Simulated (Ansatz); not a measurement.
ZrSi (CsCl type, Pm-3m), a = 3.3152 Å, b = 3.3152 Å, c = 3.3152 Å, α = 90.00°, β = 90.00°, γ = 90.00°.

This is the PBE-relaxed structure.

Problem. All from PBE in the plane-wave PAW code Ansatz, unless another level is named. Give the electronic character.

Solution. metallic (no gap).

Problem. And the density of states at the Fermi level?

Solution. 1.4 states/eV per atom (mean over ±0.08 eV).

Problem. What about the formation energy from the elements (no fitted shifts)?

Solution. -0.35 eV/atom.

Problem. Give the gap with spin–orbit coupling.

Solution. none (metallic).

A made-up cell: these elements were put on the sites of a structure type; neither database checked (COD, Materials Project) lists it. COD files the formula under space group No. 62, 63, so this cell is another polymorph or a model. Its standing as an ambient phase is unchecked. The PBE relaxation kept the symmetry of its start. At this level the phase is dynamically unstable (imaginary phonons). The run is not spin-polarised. The references are the lowest solids computed at this level, not always the standard phases. Spin–orbit coupling is left out wherever it is not named.

Potentials: the later of the program's two PAW sets.
